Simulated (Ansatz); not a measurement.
Co3W (space group P6_3/mmc)

```xyz
8
Lattice="5.0456 0.0000 0.0000 -2.5228 4.3697 0.0000 0.0000 0.0000 4.0446" Properties=species:S:1:pos:R:3 pbc="T T T"
Co     2.5228     2.9564     1.0111
Co     0.0000     1.4133     3.0334
Co    -1.2989     3.6630     3.0334
Co     3.8217     0.7066     1.0111
Co     1.2239     0.7066     1.0111
Co     1.2989     3.6630     3.0334
W      0.0000     2.9131     1.0111
W      2.5228     1.4566     3.0334
```

The slice is a (-1 2 -1 0) plane (indices of the conventional cell) through the point (0.677, 0.838, 0.750) (fractional), spanned by u = [001] and v = [210] in vectors of this cell: u (4.04 Å) and v (8.74 Å, at 90° to u). It covers one period; positions are fractions (u, v).

Level of theory: PBEsol (plane waves to 420 eV, PAW, scalar-relativistic; Ansatz, a first-principles code). k mesh 11×11×12. Inside the PAW spheres the values are not all-electron values, and peaks at nuclei hang on which shells count as valence. Co3W was relaxed with its symmetry unable to fall. Relaxed Co3W ends ferromagnetic. Spin-orbit coupling is left out, though W is heavy. The magnetic order is the one the run started from; other orders were not tried.

**Question.** Sketch the electrostatic potential energy of an electron, from the cell's mean on this plane as a map.

**Answer.** 
| v \ u | 0.00 | 0.15 | 0.31 | 0.46 | 0.62 | 0.77 | 0.92 |
|---|---|---|---|---|---|---|---|
| 0.93 | x | x | <7.0 | x | x | 8.5 | x |
| 0.86 | 13.0 | 11.5 | x | x | x | <7.0 | 13.0 |
| 0.79 | 13.0 | 11.8 | x | x | x | <7.0 | 13.1 |
| 0.71 | 12.4 | 13.6 | 9.4 | <7.0 | <7.0 | 12.8 | 12.9 |
| 0.64 | 9.3 | 12.3 | 14.4 | 12.6 | 13.5 | 14.0 | 10.3 |
| 0.57 | x | x | 11.5 | 12.3 | 12.7 | <7.0 | x |
| 0.50 | x | x | 8.8 | 14.0 | 13.1 | x | x |
| 0.43 | x | x | 9.3 | x | 8.3 | <7.0 | x |
| 0.36 | 7.3 | 10.5 | x | x | x | 10.0 | 8.4 |
| 0.29 | 11.5 | 13.0 | x | x | x | 11.3 | 12.2 |
| 0.21 | 11.3 | 13.7 | 13.3 | x | 10.2 | 14.4 | 12.1 |
| 0.14 | 12.5 | 14.5 | 15.1 | 12.8 | 13.9 | 15.4 | 13.1 |
| 0.07 | x | x | 13.2 | 11.0 | 12.3 | 11.3 | x |
| 0.00 | x | x | 12.1 | 11.8 | 12.6 | x | x |

Values: electrostatic potential energy of an electron, from the cell's mean, in eV. Points within 1 Å of a nucleus are blanked (x), as the pseudised field means little there. Values under 7 eV are set to 7. The zero, the cell's mean, hangs on the PAW cores.
